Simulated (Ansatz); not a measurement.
Problem. MoPt (L1₀ or tetragonal B2, P4/mmm) is relaxed with DFT-PBEsol in the program Ansatz with PAW potentials. What lattice parameters of the conventional cell result?

Solution. a = 2.700 Å, c = 4.090 Å.

The start of the workflow was typed in or built on a structure type; neither database checked (COD, Materials Project) lists it. Whether it is the stable phase at ambient conditions was not checked. The PBEsol relaxation kept the symmetry of its start; whether a distortion lowers the energy is not shown. The run is not spin-polarised. Axis ratios of metals converge slowly with the k-mesh, so a and c are less sure than the volume. Scalar-relativistic: spin–orbit coupling is off unless named, which matters more the heavier the elements.

Potentials: the earlier of the program's two PAW sets. The files were generated under PBE; for other functionals the program regenerates the frozen cores, and for LDA and PBEsol the local potential too.
